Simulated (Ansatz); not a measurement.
Consider the following.

Si$_{2}$W:
```cif
data_Si8W4
_chemical_formula_sum 'Si8 W4'
_space_group_name_H-M_alt 'Cmcm'
_space_group_IT_number 63
_space_group_name_Hall '-C 2c 2'
_cell_length_a 3.40230
_cell_length_b 15.16226
_cell_length_c 3.34027
_cell_angle_alpha 90.000
_cell_angle_beta 90.000
_cell_angle_gamma 90.000
loop_
_atom_site_label
_atom_site_type_symbol
_atom_site_symmetry_multiplicity
_atom_site_Wyckoff_symbol
_atom_site_fract_x
_atom_site_fract_y
_atom_site_fract_z
_atom_site_occupancy
Si1 Si 4 c 0.00000 0.06079 0.25000 1
Si2 Si 4 c 0.00000 0.24830 0.75000 1
W1 W 4 c 0.00000 0.37286 0.25000 1
```
(The calculation used a cell of 6 atoms; values per cell refer to that cell.)

This is the LDA-relaxed structure.

**Question.** All from LDA in the plane-wave PAW code Ansatz, unless another level is named. Estimate the electronic character.

**Answer.** metallic (no gap).

**Question.** And the formation energy from the elements (no fitted shifts)?

**Answer.** -0.004 eV/atom.

**Question.** And the density of states at the Fermi level?

**Answer.** 0.30 states/eV per atom (mean over ±0.08 eV).

The cell is a constructed one: a structure type filled with these elements; neither database checked (COD, Materials Project) lists it. It is not the phase usual at ambient conditions (space group No. 139). Symmetry was held in the LDA relaxation; whether a distortion lowers the energy is not shown. No spin polarisation was allowed. The references are the lowest solids computed at this level, not always the standard phases. Spin–orbit coupling is left out wherever it is not named.

Potentials: the later of the program's two PAW sets.
